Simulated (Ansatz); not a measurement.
SnTe (rock salt)

```
SnTe
1.0
    0.00000     3.20458     3.20458
    3.20458     0.00000     3.20458
    3.20458     3.20458     0.00000
Te Sn
1 1
Direct
  0.00000   0.00000   0.00000
  0.50000   0.50000   0.50000
```

Method: PBE (plane waves to 420 eV, PAW, scalar-relativistic; Ansatz, a first-principles code). Harmonic phonons by density-functional perturbation theory on a 14×14×14 k mesh, in cm⁻¹; i marks imaginary ones, q is in fractions of the reciprocal vectors of the cell shown, and the three acoustic modes at Γ are left out. The non-analytic (LO-TO) term is not included, so polar modes at Γ have their transverse values. SnTe was relaxed with its symmetry unable to fall. Spin-orbit coupling is left out, though Te is heavy.

Does any mode at Γ, L = (0.5, 0.0, 0.0), X = (0.5, 0.5, 0.0) come out imaginary?

Unstable at this level: the lowest mode is 30i cm⁻¹ at Γ. SnTe is measured in this form, so the imaginary mode is a miss of this level unless the crystal transforms on cooling or is held by pressure.

List the wavenumbers at Γ, L = (0.5, 0.0, 0.0), X = (0.5, 0.5, 0.0), with degeneracies.


```
q                            wavenumbers (cm⁻¹)
-------------------  --------------------------
Γ                                      30i (×3)
L = (0.5, 0.0, 0.0)  71 (×2), 93 (×2), 102, 117
X = (0.5, 0.5, 0.0)    27 (×2), 36, 59 (×2), 67
```
